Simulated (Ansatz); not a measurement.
# Data sheet: BAs (DFT)

BAs:
```
CELL_PARAMETERS angstrom
      2.90289     0.00000     0.00000
      0.00000     2.90289     0.00000
      0.00000     0.00000     2.90289
ATOMIC_POSITIONS crystal
  B  0.00000 0.00000 0.00000
  As 0.50000 0.50000 0.50000
```

Space group Pm-3m (No. 221), CsCl type; conventional cell a = b = c = 2.9029 Å, α = β = γ = 90.00°.

Method: DFT-PBEsol in the program Ansatz with PAW potentials. Structure relaxed to zero pressure with the same functional. Other levels are named where they apply.

**Cell and energy**

| Quantity | Value |
|---|---|
| Volume per atom | 12.23 Å³ |
| Density | 5.82 g/cm³ |
| Formation energy from the elements (no fitted shifts) | 1.44 eV/atom |

**Electronic structure**

| Quantity | Value |
|---|---|
| Electronic character | metallic (no gap) |
| Density of states at the Fermi level | 0.43 states/eV per atom (mean over ±0.08 eV) |
| Gap with spin–orbit coupling | none (metallic) |

**Mechanics**

| Quantity | Result |
|---|---|
| Bulk modulus (Birch–Murnaghan fit) | 115 GPa |
| Pressure derivative B′ | 3.9 |
| Elastic constants (relaxed ions, GPa) | C11 = 145, C12 = 102, C44 = -21.0 |
| Mechanical stability | unstable (C has a negative eigenvalue) |

**Phonons**

| Quantity | Value |
|---|---|
| Zone-centre stability | unstable, softest mode 191i cm⁻¹ |

The start of the workflow was typed in or built on a structure type; neither database checked (COD, Materials Project) lists it. It is not the phase usual at ambient conditions (space group No. 216). Symmetry was held in the PBEsol relaxation. The volume moved by 26 % from the start of the relaxation. Its formation energy is positive at this level, so the cell may be metastable or incomplete. As this level gives no gap, shear constants depend on the k-mesh and smearing (Fermi–Dirac, 0.1 eV here). As this level gives no gap, phonon frequencies hold no LO–TO term and depend on the k-mesh and smearing (Fermi–Dirac, 0.1 eV here). On the denser mesh and wider smearing of the elastic run this cell carries a stress of 0.3 GPa. The references are the lowest solids computed at this level, not always the standard phases. Spin–orbit coupling is left out wherever it is not named.

Potentials: the later of the program's two PAW sets.
